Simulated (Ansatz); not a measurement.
Input file for Ansatz (a program for electronic structure):

Ansatz 0.2 input:
```yaml
crystal:
  lattice:
    - [4.406994672, 0.0, 0.0]
    - [0.0, 4.406994672, 0.0]
    - [0.0, 0.0, 4.406994672]
  atoms:
    - { symbol: Al, position: [0.5, 0.5, 0.0] }
    - { symbol: Al, position: [0.0, 0.5, 0.5] }
    - { symbol: Al, position: [0.5, 0.0, 0.5] }
    - { symbol: Ga, position: [0.0, 0.0, 0.0] }
    - { symbol: N, position: [0.7447077348, 0.7447077348, 0.2552922652] }
    - { symbol: N, position: [0.7447077348, 0.2552922652, 0.7447077348] }
    - { symbol: N, position: [0.2552922652, 0.2552922652, 0.2552922652] }
    - { symbol: N, position: [0.2552922652, 0.7447077348, 0.7447077348] }
kpoints:
  mp_grid: { grid: [6, 6, 6] }
hamiltonian:
  xc: pbesol
  pseudopotentials: { kind: paw }
scf:
  occupations: { method: fixed }
dielectric: { raman: true }
```

Output (shortened):

```
zone centre: on kpoints.mp_grid the ground state, and the responses unless they are solved on pairs of k-points, stand on 52 of the mesh's 216 k-points, …
Pseudopotentials: kind: paw
Pseudopotential: Al, paw, valence charge 3
Pseudopotential: Ga, paw, valence charge 13
Pseudopotential: N, paw, valence charge 5
Functional definition: PBEsol
Crystal: 8 atoms, lattice volume = 85.591 Å³
Basis set: ecut = 420 eV, 1743 PW (Γ), exchange–correlation on 60×60×60 points (8 copies of the dense FFT grid, shifted against one another)
Bands: 29, of which v1, the nominal top of the filled ones, is band 21 counted from 1 (20 counted from 0)
Symmetry: 24 space group operations
k-points: 52 of 216 (irreducible under 4 space group operations, time reversal used)
PAW frozen core: Al, regenerated for the run's functional, and the local potential with it
PAW frozen core: Ga, regenerated for the run's functional, and the local potential with it
PAW frozen core: N, regenerated for the run's functional, and the local potential with it
Initial wavefunctions: pseudopotential atomic-orbital guess
Eigensolver: davidson
Functional: x = pbesol(κ = 0.804, μ = 0.12345679012345678), c = pbesol(β = 0.046)
SCF iter   1: F=—  HF=-6840.601154 eV  |F-HF|=—  |Δ(HF+E_count)|=         —  Δρ=1.06e-2  dr2=9.94e-2  ethr=1.77e-3  ⟨swp⟩=4.4  Hψ=5975  notcnv=0  defer=227
all-band conjugate gradients solve this SCF's bands
preconditioner: auto → Resta (q_TF=auto, 2.423 Å⁻¹)
SCF iter   2: F=—  HF=-6840.572637 eV  |F-HF|=—  |Δ(HF+E_count)|=   2.85e-2  Δρ=1.65e-3  dr2=2.01e-3  ethr=2.37e-4  ⟨swp⟩=2.4  Hψ=2727  notcnv=0  defer=289
SCF iter   3: F=—  HF=-6840.572371 eV  |F-HF|=—  |Δ(HF+E_count)|=   2.66e-4  Δρ=8.45e-4  dr2=4.89e-4  ethr=4.79e-6  ⟨swp⟩=1.7  Hψ=1659  notcnv=0  defer=289
SCF iter   4: F=—  HF=-6840.572327 eV  |F-HF|=—  |Δ(HF+E_count)|=   4.33e-5  Δρ=1.39e-4  dr2=1.60e-5  ethr=1.16e-6  ⟨swp⟩=2.7  Hψ=2455  notcnv=0  defer=243
SCF iter   5: F=—  HF=-6840.572317 eV  |F-HF|=—  |Δ(HF+E_count)|=   1.01e-5  Δρ=8.22e-5  dr2=3.43e-6  ethr=3.80e-8  ⟨swp⟩=2.0  Hψ=2395  notcnv=0  defer=192
SCF iter   6: F=—  HF=-6840.572317 eV  |F-HF|=—  |Δ(HF+E_count)|=   3.63e-7  Δρ=1.35e-5  dr2=1.24e-7  ethr=8.16e-9  ⟨swp⟩=2.9  Hψ=2673  notcnv=0  defer=192
SCF iter   7: F=—  HF=-6840.572317 eV  |F-HF|=—  |Δ(HF+E_count)|=   2.77e-8  Δρ=1.69e-6  dr2=2.15e-9  ethr=2.94e-10  ⟨swp⟩=3.0  Hψ=2818  notcnv=0  defer=192
SCF iter   8: F=-6840.572317 eV  HF=-6840.572317 eV  |F-HF|=2.09e-11  |Δ(HF+E_count)|=  3.15e-10  Δρ=2.49e-7  dr2=4.21e-11  ethr=1.00e-12  ⟨swp⟩=8.7  Hψ=7067  notcnv=0
SCF 1 converged in 8 iterations: F = -6840.572317 eV  dr2 = 4.21e-11
DFPT response loops at Γ: preconditioner auto → none (the input reference at scf.mixing.eps_inf says where Resta's filter doesn't serve); β = 0.50 …
── the response to a field inside a basis, on 8×8×8 k-points: an SCF that follows is theirs, and a resumed run solves both again ──
Crystal: 8 atoms, lattice volume = 85.591 Å³
Bands: 22, of which v1, the nominal top of the filled ones, is band 21 counted from 1 (20 counted from 0)
k-points: 20
Initial density: handed on by an earlier stage of this run
Initial wavefunctions: pseudopotential atomic-orbital guess (no wavefunctions were taken with the density)
Eigensolver: Dense (20 Hₖ)
SCF iter   1: F=—  HF=-6840.549999 eV  |F-HF|=—  |Δ(HF+E_count)|=         —  Δρ=3.29e-4  dr2=2.25e-5  ethr=1.00e-1
all-band conjugate gradients don't solve this SCF's bands (scf.eigensolver.kind)
preconditioner: auto → Resta (q_TF=auto, 2.423 Å⁻¹)
SCF iter   2: F=—  HF=-6840.550002 eV  |F-HF|=—  |Δ(HF+E_count)|=   3.67e-6  Δρ=1.83e-4  dr2=9.09e-6  ethr=5.37e-8
SCF iter   3: F=—  HF=-6840.550004 eV  |F-HF|=—  |Δ(HF+E_count)|=   1.31e-6  Δρ=3.40e-5  dr2=4.09e-7  ethr=2.16e-8
SCF iter   4: F=—  HF=-6840.550003 eV  |F-HF|=—  |Δ(HF+E_count)|=   7.27e-7  Δρ=6.88e-6  dr2=2.59e-8  ethr=9.74e-10
SCF iter   5: F=—  HF=-6840.550003 eV  |F-HF|=—  |Δ(HF+E_count)|=   1.13e-8  Δρ=2.91e-6  dr2=3.24e-9  ethr=6.18e-11
SCF iter   6: F=—  HF=-6840.550003 eV  |F-HF|=—  |Δ(HF+E_count)|=   1.15e-8  Δρ=7.66e-7  dr2=1.92e-10  ethr=7.72e-12
SCF iter   7: F=-6840.550003 eV  HF=-6840.550003 eV  |F-HF|=1.82e-12  |Δ(HF+E_count)|=  1.00e-10  Δρ=1.00e-7  dr2=8.28e-12  ethr=1.00e-12
SCF 1 converged in 7 iterations: F = -6840.550003 eV  dr2 = 8.28e-12
DFPT response loops at Γ: mixed as the last ones told, above
DFPT response loops at Γ: mixed as the last ones told, above
SCF converged after 8 iterations
Free energy (F): -6840.572317 eV
Harris-Foulkes:  -6840.572317 eV  (|F-HF|=2.09e-11)
Internal energy: -6840.572317 eV  (E = F + TS)
E sigma→0 (E₀):  -6840.572317 eV
Fermi energy:    7.509933 eV
--- Per-component energies (eV) ---
  E_band       = 21.473979
  E_kinetic    = 722.321950
  E_local      = -3068.877234  (includes V_loc(G=0)·N_el)
  E_nonlocal   = 642.534766
  E_hartree    = 1344.182789
  E_xc         = -429.536122
  E_vxc        = -455.960291  (∫ρ·V_xc dr)
  E_paw        = -3809.152099  (= ΣΔE_a)
  E_vpaw       = -506.911192  (= ΣTr[D̂ρ^β])
  E_aug_tail   = 0.000327  (compensation charges beyond the density's cutoff)
  E_ewald      = -2243.079484
  E_core_change = 1.032790  (= ΣΔE_core)
  E_smearing   =  0.000000  (= −TS)
  E_closure    =  0.000000  (closes the sum)
  Σ components = -6840.572317   (vs F -6840.572317, Δ=0.00e0)
  [band-id]    e_kinetic+e_local+e_nonlocal+2·e_hartree+e_vxc+e_vpaw+e_augmentation_tail = 21.473904   (vs E_band 21.473979, Δ=-7.51e-5)
--- Band table (eV; the first three rows and the last of 52) ---
  k-point 0: bands = ["-7.6382", "-5.9305", "-5.9305", "-5.9305", "-5.1783", "-5.1783", "-4.1688", "-4.1688", "-4.1688", "1.7319", "2.6356", "2.6356", "5.5043", "5.5043", "5.5043", "5.5306", "5.5306", "5.5306", "7.5099", "7.5099", "7.5099", "10.8308", "10.8308", "10.8308", "10.9284", "14.4291", "16.0631", "16.0631", "19.3434"]
  k-point 1: bands = ["-7.5109", "-5.9823", "-5.9377", "-5.9377", "-5.1769", "-5.1735", "-4.3898", "-4.1423", "-4.1423", "1.9557", "2.7673", "2.8698", "5.1730", "5.2358", "5.2358", "5.2719", "5.6307", "5.6307", "6.8972", "7.3637", "7.3637", "11.1541", "11.4293", "11.4293", "11.6428", "14.8264", "16.3451", "16.5096", "18.8714"]
  k-point 2: bands = ["-7.1548", "-6.1925", "-5.9517", "-5.9517", "-5.1741", "-5.1600", "-4.8023", "-4.0891", "-4.0891", "2.4732", "3.1337", "3.5168", "4.4418", "4.6679", "4.7730", "4.7730", "5.7638", "5.9431", "5.9431", "6.9668", "6.9668", "12.1306", "12.7401", "12.7401", "12.7593", "15.6008", "17.0836", "17.5997", "18.0367"]
  k-point 51: bands = ["-6.2683", "-6.2683", "-6.2683", "-5.6882", "-5.1410", "-5.1410", "-4.4272", "-4.4272", "-4.4272", "0.8761", "1.5110", "1.5110", "1.5110", "6.7850", "6.7850", "6.7850", "6.9141", "6.9141", "7.1299", "7.1299", "7.1299", "12.9653", "14.4167", "14.4167", "14.4167", "16.8663", "17.0863", "17.0863", "17.0863"]
  band table: 29 of 29 bands, residual norms ≤ 1.0e-3 eV
--- Dielectric response (ions clamped): 3 representative field directions + reference, inside a basis on a mesh of 512 k-points (Σ response iterations 24) ---
  ε∞ (high-frequency dielectric tensor):
        4.928439     0.000000     0.000000
        0.000000     4.928439     0.000000
        0.000000     0.000000     4.928439
  Born effective charges Z* (e; rows j = field, columns β = displacement):
    site 0:
         2.64098    0.00000    0.00000
         0.00000    2.64098    0.00000
         0.00000    0.00000    2.42975
    site 1:
         2.42975    0.00000    0.00000
         0.00000    2.64098    0.00000
         0.00000    0.00000    2.64098
    site 2:
         2.64098    0.00000    0.00000
         0.00000    2.42975    0.00000
         0.00000    0.00000    2.64098
    site 3:
         2.52537    0.00000    0.00000
         0.00000    2.52537    0.00000
         0.00000    0.00000    2.52537
    site 4:
        -2.55927   -0.06081    0.06081
        -0.06081   -2.55927    0.06081
         0.06081    0.06081   -2.55927
    site 5:
        -2.55927    0.06081   -0.06081
         0.06081   -2.55927    0.06081
        -0.06081    0.06081   -2.55927
    site 6:
        -2.55927   -0.06081   -0.06081
        -0.06081   -2.55927   -0.06081
        -0.06081   -0.06081   -2.55927
    site 7:
        -2.55927    0.06081    0.06081
         0.06081   -2.55927   -0.06081
         0.06081   -0.06081   -2.55927
  Z* charge neutrality: 1.379e-4 e pre-enforcement
  solved inside a basis spanned on kpoints, on 8×8×8 k-points transformed towards the longest dipole: ε∞ is read to err by 1.5e-2, Z* by 1.4e-2 e (field_mesh …
  Raman tensors (in the event stream and the table raman_tensors.tsv) …
```

Cost: about 6 core-minutes (a rough figure) on shared cores.

Space group P-43m. The workflow started from a Materials Project entry (that database holds measured and hypothetical structures alike); the Crystallography Open Database copy checked does not list it. With Al and Ga taken as one species the cell has the higher symmetry F-43m, so it may be an ordered model of a mixed-site phase. Its standing as an ambient phase is unchecked. The PBEsol relaxation kept the symmetry of its start; of distortions, only those at the zone centre were tested. Spin–orbit coupling is left out wherever it is not named.

Potentials: the later of the program's two PAW sets.

Ansatz is a plane-wave DFT program.
